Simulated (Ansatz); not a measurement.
Sc in space group P6_222 (No. 180; Sc on 3c) under volume change, the program Ansatz at the r²SCAN level (PAW), shape and atoms relaxed at each volume.

| V (Å³/atom) | E − E(relaxed) (meV/atom) | P (GPa) |
|---|---|---|
| 22.725 | [?] | [?] |
| 23.474 | 15.9 | 3.55 |
| 24.223 | 3.8 | 1.67 |
| 24.972 | 0.0 | 0.00 |
| 25.721 | 3.5 | -1.47 |
| 26.470 | 13.5 | -2.78 |
| 27.220 | [?] | [?] |

Task: What belongs in the gaps?

Result: 
- 27.220, E − E(relaxed) (meV/atom): 29.3
- 27.220, P (GPa): -3.93
- 22.725, E − E(relaxed) (meV/atom): 37.3
- 22.725, P (GPa): 5.65

Task: What does a third-order Birch–Murnaghan fit give for V₀, B₀ and B′?

Result: V₀ = 24.97 Å³/atom, B₀ = 52.1 GPa, B′ = 3.0.

The workflow started from a Materials Project entry (that database holds measured and hypothetical structures alike); the Crystallography Open Database copy checked does not list it. It is not the phase usual at ambient conditions (space group No. 194). Symmetry was held in the r²SCAN relaxation. At this level the phase is dynamically unstable (imaginary phonons). The run is not spin-polarised.

Potentials: the later of the program's two PAW sets.
